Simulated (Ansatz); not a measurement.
Starting cell, SrVO3 (cubic perovskite):

```
SrVO3
1.0
    3.85813     0.00000     0.00000
    0.00000     3.85813     0.00000
    0.00000     0.00000     3.85813
Sr V O
1 1 3
Direct
  0.00000   0.00000   0.00000
  0.50000   0.50000   0.50000
  0.00000   0.50000   0.50000
  0.50000   0.50000   0.00000
  0.50000   0.00000   0.50000
```

Scan: atom 1 (Sr, nearest neighbour O at 2.728 Å; its periodic images, 3.9 Å or more away, move with it) is displaced along Cartesian [111], direction (0.577, 0.577, 0.577) in Cartesian axes, by s. The other atoms stay.

Method: PBE (plane waves to 420 eV, PAW, scalar-relativistic; Ansatz, a first-principles code). k mesh 10×10×10 (Γ-centred), Fermi-Dirac smearing 0.05 eV. With partly filled bands, energies and forces of such displacements shift with the k mesh and the smearing. F∥ is the force on the atom along that direction. SrVO3 is run without spin polarisation and with no Hubbard U. SrVO3 was relaxed with its symmetry unable to fall. The PAW data are Ansatz's earlier set. 

```
s (Å)   F∥ (eV/Å)
------  ---------
-0.270      1.352
-0.216      1.007
-0.162      0.712
-0.108      0.454
-0.054      0.221
0.000       0.000
0.054      -0.221
0.108      -0.454
0.162      -0.712
0.216      -1.007
0.270      -1.352
```

What is the force constant k = d²E/ds² of this move at s = 0?

4.05 eV/Å². The forces along the line at the two nearest points give (0.221 − (-0.221)) / (2·0.054) = 4.09 eV/Å²; the next pair corrects for the finite step.

(A displaced cell: forces are minus the slopes of the energy, force constants its curvatures, and phonons follow from these.)
